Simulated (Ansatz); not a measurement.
**Question.** BN in space group P6_3mc (No. 186; Pearson symbol hP12) is relaxed with r²SCAN+D4 in the plane-wave PAW code Ansatz. What lattice parameters of the conventional cell result?

**Answer.** a = 2.498 Å, c = 19.778 Å.

**Question.** Is it a metal or does it have a gap at this level?

**Answer.** A gap of 4.70 eV, indirect.

The start of the workflow was typed in or built on a structure type. Its sites differ from those of the usual phase in this space group: another stacking or structure type. The cell was relaxed with r²SCAN+D4 under the symmetry of its start; its stability against distortions is not shown here.

Potentials: the earlier of the program's two PAW sets.
